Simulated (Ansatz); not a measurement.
**Energy landscape near a AlC3 structure**

Theory: Ansatz, DFT PBEsol, scalar-relativistic, plane waves, PAW.

Cutoff 420 eV; k points 14×14×14 on the computed 4-atom cell (Γ-centred); Gaussian smearing, width 0.10 eV; no spin polarisation.

Reference cell:

```
Al C
1.0
     3.20793    0.00000    0.00000
     0.00000    3.20793    0.00000
     0.00000    0.00000    3.20793
Al C
1 3
Direct
  0.00000 0.00000 0.00000
  0.00000 0.50000 0.50000
  0.50000 0.00000 0.50000
  0.50000 0.50000 0.00000
```

Each variant moves atoms of this cell by the vectors given, if any (Å), and then applies a symmetric strain (tensor components, Cartesian axes). The reference cell isn't relaxed at this level. Energies are per atom at zero smearing, counted from the lowest variant. Pressure is positive in compression.

1. strain (xx yy zz yz xz xy, %) -2.40 -2.40 -2.40 0.00 0.00 0.00
2. strain (xx yy zz yz xz xy, %) -3.98 -3.98 -3.98 0.00 0.00 0.00
3. strain (xx yy zz yz xz xy, %) 0.78 0.78 0.78 0.00 0.00 0.00

```csv
variant,ΔE (meV/atom),P (GPa),largest force (eV/Å),gap on mesh (eV),space group
1,0.0,8.52,0.00,0,Pm-3m
2,?,?,?,?,?
3,3.1,-8.59,0.00,0,Pm-3m
```

Q: Give the withheld rows.

A:
| variant | ΔE (meV/atom) | P (GPa) | largest force (eV/Å) | gap on mesh (eV) | space group |
| --- | --- | --- | --- | --- | --- |
| 2 | 31.7 | 19.54 | 0.00 | 0 | Pm-3m |